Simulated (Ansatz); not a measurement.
BaTiO3, cubic perovskite, relaxed with r2SCAN: 5 runs in the plane-wave code Ansatz, each a construction of maximally localised Wannier functions. It is cubic, Pm-3m (No. 221); a = 3.994 Å in the conventional setting, 12.74 Å³ an atom. Around Ba lie 12 O at 2.82 Å; around Ti lie 6 O at 2.00 Å; around O lie 2 Ti at 2.00 Å and 4 Ba at 2.82 Å. Calculated for a static, non-magnetic cell.

```
Ba Ti O
1.0
     3.99410    0.00000    0.00000
     0.00000    3.99410    0.00000
     0.00000    0.00000    3.99410
Ba Ti O
1 1 3
Cartesian
  0.0000 0.0000 0.0000
  1.9970 1.9970 1.9970
  1.9970 1.9970 0.0000
  1.9970 0.0000 1.9970
  0.0000 1.9970 1.9970
```

Windows count from the top of the filled bands; a dash means that no such window was set (without an outer window there is no disentanglement). Rows marked drawn have settings drawn at random (some not listed).

| functional | SCF mesh | trial orbitals | functions | mesh | window (eV) | frozen (eV) | settings | Ω total (Å²) | Ω invariant (Å²) | largest spread (Å²) | least projectability | interpolation miss of the model's filled bands (eV, to the nearest computed level) |
| --- | --- | --- | --- | --- | --- | --- | --- | --- | --- | --- | --- | --- |
| PBE | 6×6×6 | O s, O p | 12 | 4×4×4 | – | – | chosen | 13.64 | 12.34 | 1.35 | 0.78 | 0.048 |
| PBE | 6×6×6 | O s, O p | 12 | 6×6×6 | – | – | chosen | 14.36 | 13.07 | 1.43 | 0.78 | 0.010 |
| PBE | 6×6×6 | O p | 9 | 4×4×4 | – | – | chosen | 12.67 | 12.52 | 1.51 | 0.78 | 0.050 |
| r2SCAN | 6×6×6 | O s, O p | 12 | 4×4×4 | – | – | chosen | 13.13 | 11.84 | 1.29 | 0.78 | 0.042 |
| PBE | 6×6×6 | Ti d, O p | 14 | 4×4×4 | -24.7 to +17.5 | – | drawn | 8.29 | 8.23 | 0.68 | 0.81 | 0.616 |

For O s, O p with PBE the spread goes 13.64 Å² (4×4×4), 14.36 Å² (6×6×6): finite differences on a coarse mesh understate it.

Spin-orbit coupling is left out.
